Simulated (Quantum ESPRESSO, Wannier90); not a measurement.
**Na2H6Pt (Fm-3m), plane waves to Wannier functions**

```
Na2H6Pt
1.0
    0.00000     3.62932     3.62932
    3.62932     0.00000     3.62932
    3.62932     3.62932     0.00000
Na H Pt
2 6 1
Direct
  0.75000   0.75000   0.75000
  0.25000   0.25000   0.25000
  0.77446   0.77446   0.22554
  0.22554   0.22554   0.77446
  0.22554   0.77446   0.77446
  0.77446   0.22554   0.22554
  0.77446   0.22554   0.77446
  0.22554   0.77446   0.22554
  0.00000   0.00000   0.00000
```

Cell from Materials Project (mp-690785), symmetrised, no further relaxation. Not found in the COD (Crystallography Open Database) copy used; not checked further. Level: PBEsol, no spin polarisation, no spin-orbit coupling; pw.x of Quantum ESPRESSO at 71 Ry with PseudoDojo potentials, 4×4×4 k-points, Wannier90. Density: 8×8×8 mesh, cold smearing 0.01 Ry. Spin-orbit coupling is left out although heavy elements are present.

The lattice is scaled uniformly with fixed fractional positions (axis ratios and free coordinates are held, so this isn't the response to pressure), and at each scale an atom-like model (Na sp, H s, Pt spd; disentangled, num_iter = 0) is made. Listed is the largest hopping of each kind of orbital pair shown, with the distance of the two functions' centres at scale 1; the mesh was not varied.

```
scale  modulus of t, Pt9 py–H8 s at 1.73 Å (eV)  modulus of t, Pt9 dz2–H3 s at 1.73 Å (eV)  modulus of t, Pt9 s–H7 s at 1.73 Å (eV)
-----  ----------------------------------------  -----------------------------------------  ---------------------------------------
0.980                                     3.316                                      3.356                                    3.139
1.000                                     3.219                                      3.169                                    3.037
1.020                                     3.123                                      2.991                                    2.937
1.040                                     3.029                                      2.823                                    2.840
```

### Question
With |t| ∝ d^(−η), find η for each hopping from the ends of the series.

### Answer
- Pt9 py–H8 s at 1.73 Å: η = −ln(3.029/3.316)/ln(1.040/0.980) = 1.5
- Pt9 dz2–H3 s at 1.73 Å: η = −ln(2.823/3.356)/ln(1.040/0.980) = 2.9
- Pt9 s–H7 s at 1.73 Å: η = −ln(2.840/3.139)/ln(1.040/0.980) = 1.7
Harrison's rules would take η = 2.0, 3.5, 2.0 for these pairs; they describe atomic orbitals, while these are orthogonalised and change shape with the volume.
